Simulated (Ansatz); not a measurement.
Input and command of a calculation in Ansatz (plane waves; scalar-relativistic PAW potentials unless the input names others):

```yaml
crystal:
  lattice:
    - [0.0, 2.7350468771, 2.7350468771]
    - [2.7350468771, 0.0, 2.7350468771]
    - [2.7350468771, 2.7350468771, 0.0]
  atoms:
    - { symbol: Xx, position: [0.75, 0.75, 0.75] }
    - { symbol: Si, position: [0.5, 0.5, 0.5] }
basis:
  ecutwfc: 420
kpoints:
  mp_grid: { grid: [8, 8, 8] }
hamiltonian:
  xc: pbe
scf:
  occupations: { method: gaussian, width: 0.02 }
  max_iter: 75
output:
  forces: true
  eigenvalues: true
  stress: true
```

```bash
ansatz run input.yaml --threads 4 --pin off --max-ram 8192MiB --backend cpu --events-out ev --progress --plain --runs-dir out
```

Task: Will this input run?

Result: The program refuses it, because of an unknown element (crystal.atoms[0].symbol: "Si" → "Xx"). With the sound run's settings it is accepted.

Abridged log:
```
Error: YAML parse error: error: line 7 column 17: `Xx` is not an element symbol (H … Og, case-exact)
 --> <input>:7:17
  |
5 |     - [2.7350468771, 2.7350468771, 0.0]
6 |   atoms:
7 |     - { symbol: Xx, position: [0.75, 0.75, 0.75] }
  |                 ^ `Xx` is not an element symbol (H … Og, case-exact)
8 |     - { symbol: Si, position: [0.5, 0.5, 0.5] }
9 | basis:
  |
```